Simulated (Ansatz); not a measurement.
SiRh:
```
CELL_PARAMETERS angstrom
      4.57092     0.00000     0.00000
      0.00000     4.57041     0.00000
     -2.43248     0.00000     4.96806
ATOMIC_POSITIONS crystal
  Si 0.79149 0.64804 0.06534
  Si 0.20851 0.35196 0.93466
  Si 0.20851 0.14804 0.43466
  Si 0.79149 0.85196 0.56534
  Rh 0.30047 0.64586 0.61394
  Rh 0.69953 0.35414 0.38606
  Rh 0.69953 0.14586 0.88606
  Rh 0.30047 0.85414 0.11394
```

Relaxed with PBEsol. Special points in fractions of this cell's reciprocal vectors: Γ (0.000, 0.000, 0.000); Z (0.000, 0.500, 0.000); D (0.000, 0.500, 0.500); B (0.000, 0.000, 0.500); A (-0.500, 0.000, 0.500); E (-0.500, 0.500, 0.500); C2 (-0.500, 0.500, 0.000); Y2 (-0.500, 0.000, 0.000).

Problem. List the band energies nearest the Fermi level at these points for plane-wave PAW PBEsol with spin–orbit coupling (Ansatz code).

Solution. In eV from the Fermi level; about four levels below and three above (degenerate sets whole), none deeper than 8.9 eV; points with the same levels are listed once.

```tsv
k	below	above
Γ	-0.78 -0.78 -0.10 -0.10	1.49 1.49 1.98 1.98
Z	-0.74 -0.74 -0.74 -0.74	0.67 0.67 0.67 0.67
D	-1.24 -1.24 -1.14 -1.14	1.47 1.47 1.47 1.47
B	-0.43 -0.43 -0.43 -0.43	1.49 1.49 1.49 1.49
A	-1.11 -1.11 -1.11 -1.11	0.89 0.89 0.89 0.89
E	-0.98 -0.98 -0.93 -0.93	0.47 0.47 0.48 0.48
C2	-1.13 -1.13 -1.13 -1.13	0.22 0.22 0.22 0.22
Y2	-0.92 -0.92 -0.63 -0.63	0.51 0.51 0.99 0.99
```

Space group P2_1/c. The first step of the workflow began from a Materials Project structure, measured or hypothetical; the Crystallography Open Database files this formula in space group No. 14, but the cells were not matched. Its standing as an ambient phase is unchecked. The cell was relaxed with PBEsol under the symmetry of its start; whether a distortion lowers the energy is not shown. The run is not spin-polarised.

Potentials: the later of the program's two PAW sets.
